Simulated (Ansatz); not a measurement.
Relaxed candidate structures of Ru:

A. Cmce (No. 64), oS8; a = 2.732 Å, b = 9.176 Å, c = 4.642 Å, α = β = γ = 90.00°; Ru 8f (0.000, 0.127, 0.021)

B. P6₃/mmc (No. 194), hP4, AFLOW prototype A_hP4_194_ac (A3', as in La); a = 2.6916 Å, b = 2.6916 Å, c = 8.6464 Å, α = 90.00°, β = 90.00°, γ = 120.00°; Ru 2a (0.000, 0.000, 0.000); Ru 2c (0.333, 0.667, 0.250)

C. Im-3m (No. 229), cI2, bcc (W type); a = b = c = 3.0327 Å, α = β = γ = 90.00°; Ru 2a (0.000, 0.000, 0.000)

D. Pa-3 (No. 205), cP8; a = b = c = 4.826 Å, α = β = γ = 90.00°; Ru 8c (0.149, 0.149, 0.149)

E. P6₃/mmc (No. 194), hP2, hcp (Mg type); a = 2.706 Å, b = 2.706 Å, c = 4.262 Å, α = 90.00°, β = 90.00°, γ = 120.00°; Ru 2d (0.667, 0.333, 0.250)

F. I4₁/amd, origin choice 1 (No. 141), tI4; a = b = 4.676 Å, c = 2.786 Å, α = β = γ = 90.00°; Ru 4a (0.000, 0.000, 0.000)

Q: Rank these by energy per atom (lowest first), as r2SCAN (plane waves to 500 eV, PAW, scalar-relativistic; Ansatz, a program for electronic structure) gives it.

A: E (reference, the lowest among the structures calculated here), B (+0.09 eV/atom), D (+0.37 eV/atom), A (+0.61 eV/atom), C (+0.65 eV/atom), F (+0.93 eV/atom)

Probably no minimum, since a slightly shaken restart fell lower: Pa-3, cP8 (by 0.16 eV/atom, to P2₁/c). 1 run with a doubtful electronic state, a coarser numerical grid, an end not at rest or a source that can't be used is left out. Each run could gain symmetry but not lose that of its start, so entries can be saddle points. From databases, or of a type measured for this composition: P6₃/mmc, hP2, hcp (Mg type); the others are generated cells (placed on structure types, drawn at random, substituted or restacked) that were not matched to a known phase here. Static energies at zero pressure. No spin polarisation in the result.
